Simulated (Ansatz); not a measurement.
**Diamond alloy of Si and C (4 of 64 Si sites exchanged), 64 atoms**

Ansatz, PAW, plane waves. PBEsol relaxation of volume and atoms (shape held) at the single k point (½, ½, ½); single points on the relaxed atoms at the Γ point alone, onto which points of the small cell's zone fold. Arrangement: quasirandom. No spin–orbit coupling unless named.

Relaxed structure:

```yaml
crystal:
  lattice:
    - [10.60755, 0.00000, 0.00000]
    - [0.00000, 10.60755, 0.00000]
    - [0.00000, 0.00000, 10.60755]
  atoms:
    - { symbol: Si, position: [0.98536, 0.01316, 0.97365] }
    - { symbol: Si, position: [0.00541, 0.99512, 0.50734] }
    - { symbol: Si, position: [0.00096, 0.50685, 0.99119] }
    - { symbol: Si, position: [0.99859, 0.50364, 0.50999] }
    - { symbol: Si, position: [0.49343, 0.99951, 0.99235] }
    - { symbol: Si, position: [0.50395, 0.49493, 0.00221] }
    - { symbol: Si, position: [0.50044, 0.50011, 0.49914] }
    - { symbol: Si, position: [0.12114, 0.12315, 0.11995] }
    - { symbol: Si, position: [0.13745, 0.10504, 0.64597] }
    - { symbol: Si, position: [0.12565, 0.62650, 0.12158] }
    - { symbol: Si, position: [0.11076, 0.64706, 0.64190] }
    - { symbol: Si, position: [0.62758, 0.12441, 0.11518] }
    - { symbol: Si, position: [0.61230, 0.10658, 0.61509] }
    - { symbol: Si, position: [0.62831, 0.62830, 0.12548] }
    - { symbol: Si, position: [0.62397, 0.62693, 0.62563] }
    - { symbol: Si, position: [0.24996, 0.24119, 0.99167] }
    - { symbol: Si, position: [0.25189, 0.24006, 0.50980] }
    - { symbol: Si, position: [0.24423, 0.75750, 0.99068] }
    - { symbol: Si, position: [0.24979, 0.75854, 0.50724] }
    - { symbol: Si, position: [0.76866, 0.23076, 0.98051] }
    - { symbol: Si, position: [0.74265, 0.24306, 0.50033] }
    - { symbol: Si, position: [0.75738, 0.74876, 0.99285] }
    - { symbol: Si, position: [0.75025, 0.76065, 0.51050] }
    - { symbol: Si, position: [0.37507, 0.36510, 0.12474] }
    - { symbol: Si, position: [0.37173, 0.37892, 0.62593] }
    - { symbol: Si, position: [0.37335, 0.87535, 0.12367] }
    - { symbol: Si, position: [0.37297, 0.90232, 0.62535] }
    - { symbol: Si, position: [0.87531, 0.37345, 0.11353] }
    - { symbol: Si, position: [0.87426, 0.36229, 0.63050] }
    - { symbol: Si, position: [0.87172, 0.88165, 0.12022] }
    - { symbol: Si, position: [0.89459, 0.86538, 0.64694] }
    - { symbol: Si, position: [0.25369, 0.00182, 0.25363] }
    - { symbol: Si, position: [0.25037, 0.49761, 0.24909] }
    - { symbol: Si, position: [0.24085, 0.50401, 0.75068] }
    - { symbol: Si, position: [0.74035, 0.99972, 0.25676] }
    - { symbol: Si, position: [0.76808, 0.01095, 0.76249] }
    - { symbol: Si, position: [0.75133, 0.49764, 0.24670] }
    - { symbol: Si, position: [0.75832, 0.50601, 0.74988] }
    - { symbol: Si, position: [0.39208, 0.10749, 0.39697] }
    - { symbol: Si, position: [0.35339, 0.10154, 0.85336] }
    - { symbol: Si, position: [0.37274, 0.62680, 0.37757] }
    - { symbol: Si, position: [0.37615, 0.62535, 0.87499] }
    - { symbol: Si, position: [0.87635, 0.12348, 0.37760] }
    - { symbol: Si, position: [0.87125, 0.62853, 0.37638] }
    - { symbol: Si, position: [0.90000, 0.64880, 0.85440] }
    - { symbol: Si, position: [0.00009, 0.25279, 0.24915] }
    - { symbol: Si, position: [0.98714, 0.22433, 0.76670] }
    - { symbol: Si, position: [0.99816, 0.75204, 0.24568] }
    - { symbol: Si, position: [0.50239, 0.24074, 0.25383] }
    - { symbol: Si, position: [0.49334, 0.24086, 0.74583] }
    - { symbol: Si, position: [0.50142, 0.75742, 0.25768] }
    - { symbol: Si, position: [0.49791, 0.76074, 0.74627] }
    - { symbol: Si, position: [0.12673, 0.37360, 0.38200] }
    - { symbol: Si, position: [0.11861, 0.36765, 0.87367] }
    - { symbol: Si, position: [0.12494, 0.87411, 0.37251] }
    - { symbol: Si, position: [0.12456, 0.88025, 0.84114] }
    - { symbol: Si, position: [0.62533, 0.37417, 0.37290] }
    - { symbol: Si, position: [0.63251, 0.36721, 0.87235] }
    - { symbol: Si, position: [0.60476, 0.89435, 0.40334] }
    - { symbol: Si, position: [0.63128, 0.87946, 0.87481] }
    - { symbol: C, position: [0.49369, 0.00047, 0.51317] }
    - { symbol: C, position: [0.24972, 0.99234, 0.74018] }
    - { symbol: C, position: [0.87312, 0.12312, 0.87239] }
    - { symbol: C, position: [0.00990, 0.76033, 0.74737] }
```

(1) What are the mean bond lengths by pair (pairs within 1.2 times the sum of covalent radii, less contacts 15 % beyond the pair's median; cation–cation pairs of compounds aside; long ionic contacts are cut short by that bound)?

(2) What gap lies between the top filled and the lowest empty level in the single points?

Answers

(1) C–Si 1.999 ± 0.031 Å (standard deviation, 16 bonds); Si–Si 2.346 ± 0.036 Å (standard deviation, 112 bonds).

(2) HSE06 1.01 eV (2.1 min on 7 threads of Neoverse-V2). An indirect band minimum needn't fold onto Γ of this cell; where it doesn't, these gaps are too wide.
